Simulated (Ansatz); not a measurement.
In LDA in the plane-wave PAW code Ansatz, GaN in the hexagonal phase (P6_422; Ga on 3d, N on 3c) relaxes to a = 3.097 Å, c = 7.285 Å. Its formation energy from the elements is -0.37 eV/atom, with no fitted shifts.

It is gapped at this level: 1.77 eV (indirect). The valence maximum lies at A and the conduction minimum at Γ. The electron mass is 0.16, 0.16, 0.17 mₑ (principal values).

The bulk modulus is 214 GPa. Perturbation theory gives ε∞ = 7.24 (xx = yy), 7.57 (zz). Letting the ions move raises it to ε0 = 20.9 (xx = yy), 15.6 (zz). Born charges are Ga +2.97, N -2.97 e. Without the LO–TO term the highest mode at Γ lies at 697 cm^-1.

The start of the workflow was typed in or built on a structure type; neither database checked (COD, Materials Project) lists it. It is not the phase usual at ambient conditions (space group No. 186, 216). The LDA relaxation kept the symmetry of its start; its stability against distortions is not shown here. The volume moved by -25 % from the start of the relaxation. The references are the lowest solids computed at this level, not always the standard phases (solids in place of the gases). Scalar-relativistic: spin–orbit coupling is off unless named, which matters more the heavier the elements.

Potentials: the later of the program's two PAW sets.
